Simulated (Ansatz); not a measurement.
Ionic part of the dielectric constant of CsH at 40 GPa, mode by mode

Level of theory: Ansatz, DFT LDA, scalar-relativistic, plane waves, PAW. Cutoff 420 eV, 8×8×8 k-points (Γ-centred), fixed occupations. No spin polarisation. Phonons by linear response, acoustic sum rule imposed.

It takes space group Pm-3m (No. 221, cubic). The conventional cell has a = 3.026 Å, b = 3.026 Å, c = 3.026 Å, α = 90.00°, β = 90.00°, γ = 90.00°. Cs (site symmetry m-3m) is surrounded by 8 H at 2.62 Å. H (site symmetry m-3m) is surrounded by 8 Cs at 2.62 Å.

Spin–orbit coupling is left out, which matters for heavy elements. Other phases may be more stable at this pressure. The run warned that the force constants aren't converged on this k mesh, so the frequencies and all that is formed from them are rough. The bands were filled as in an insulator; under compression the gap may have closed between mesh points.

The primitive cell has V = 27.70 Å³ and ε∞,yy = 6.665. Each polar mode adds Δε = (4.92064×10⁷/V)·S/ν² along y, with S its oscillator strength in e²/amu, ν in cm⁻¹ and V in Å³.

Q: From these modes, find each Δε and ε0,yy.
```csv
ν (cm⁻¹),S_yy (e²/amu)
946.3,1.491
```

A:
```json
{"ν (cm⁻¹)": "946.3", "Δε": "2.96"}
```

The sum is 2.958, so ε0,yy = 9.62; the run's tensor has 9.62.

Q: Where do the longitudinal modes lie for a wave vector along y?

A: At 1137 cm⁻¹. The Lyddane–Sachs–Teller product Π(ν_LO/ν_TO)² = 1.44 matches ε0/ε∞ = 1.44.

This CsCl-type form isn't the usual stable structure of the compound at low pressure.